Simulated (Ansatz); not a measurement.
B$_{4}$C:
```
CELL_PARAMETERS angstrom
      4.37133     2.78984     0.00000
     -4.37133     2.78984     0.00000
     -2.41766     0.00000     4.40833
ATOMIC_POSITIONS crystal
  B  0.49175 0.50825 0.83836
  B  0.50200 0.17615 0.48397
  B  0.82385 0.49800 0.48397
  B  0.49409 0.83092 0.50544
  B  0.16908 0.50591 0.50544
  B  0.30705 0.69295 0.18084
  B  0.68960 0.31040 0.81193
  B  0.30286 0.18816 0.69506
  B  0.81184 0.69714 0.69506
  B  0.69620 0.81750 0.29880
  B  0.18250 0.30380 0.29880
  B  0.00040 0.99960 0.98787
  C  0.50331 0.49669 0.17564
  C  0.12561 0.87439 0.88129
  C  0.87851 0.12149 0.10360
```

Relaxed with PBEsol. Special points in fractions of this cell's reciprocal vectors: Γ (0.000, 0.000, 0.000); C (0.382, 0.382, 0.000); C2 (-0.382, 0.618, 0.000); Y2 (-0.500, 0.500, 0.000); M2 (-0.500, 0.500, 0.500); D (-0.272, 0.728, 0.500); D2 (0.272, 0.272, 0.500); A (0.000, 0.000, 0.500); L2 (0.000, 0.500, 0.500); V2 (0.000, 0.500, 0.000).

Q: List the band energies nearest the valence-band maximum at these points for DFT-PBEsol in the program Ansatz with PAW potentials.

A: In eV from the valence-band maximum; about four levels below and three above (degenerate sets whole), none deeper than 8.9 eV; points with the same levels are listed once.

```tsv
k	below	above
Γ	-1.02 -1.00 -0.72 -0.19	4.95 5.23 5.29
C	-2.21 -1.79 -1.16 -0.42	3.33 3.62 4.09
Y2	-2.40 -1.59 -1.17 0.00	3.23 3.91 4.42
M2	-1.22 -1.07 -1.00 -0.48	2.88 3.42 4.17
D	-1.70 -1.48 -1.18 -0.87	3.46 3.55 4.40
A	-1.66 -1.35 -1.23 -0.19	2.82 3.86 4.16
L2	-2.15 -1.40 -0.65 -0.31	3.22 4.07 4.51
V2	-2.05 -1.64 -1.04 -0.64	2.85 3.31 4.12
```

Space group Cm. The workflow started from a Materials Project entry (that database holds measured and hypothetical structures alike); the Crystallography Open Database copy checked does not list it. Its standing as an ambient phase is unchecked. The PBEsol relaxation kept the symmetry of its start; phonons on a q-mesh show no instability.

Potentials: the later of the program's two PAW sets.
